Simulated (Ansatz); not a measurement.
CuI in space group P4_2/mmc (No. 131; Cu on 2c, I on 2e) under volume change, DFT-PBE in the program Ansatz with PAW potentials, shape and atoms relaxed at each volume.

| V (Å³/atom) | E − E(relaxed) (meV/atom) | P (GPa) |
|---|---|---|
| 27.642 | 25.9 | 3.29 |
| 28.553 | 10.8 | 2.02 |
| 29.464 | 2.5 | 0.93 |
| 30.376 | 0.0 | 0.00 |
| 31.287 | 2.3 | -0.77 |
| 32.198 | 8.6 | -1.44 |
| 33.110 | 18.5 | -2.02 |

**Question.** What does a third-order Birch–Murnaghan fit give for V₀, B₀ and B′?

**Answer.** V₀ = 30.38 Å³/atom, B₀ = 28.3 GPa, B′ = 4.4.

The cell is a constructed one: a structure type filled with these elements; neither database checked (COD, Materials Project) lists it. It is not the phase usual at ambient conditions (space group No. 216). The cell was relaxed with PBE under the symmetry of its start; its stability against distortions is not shown here. The run is not spin-polarised. Spin–orbit coupling is left out wherever it is not named.

Potentials: the later of the program's two PAW sets.
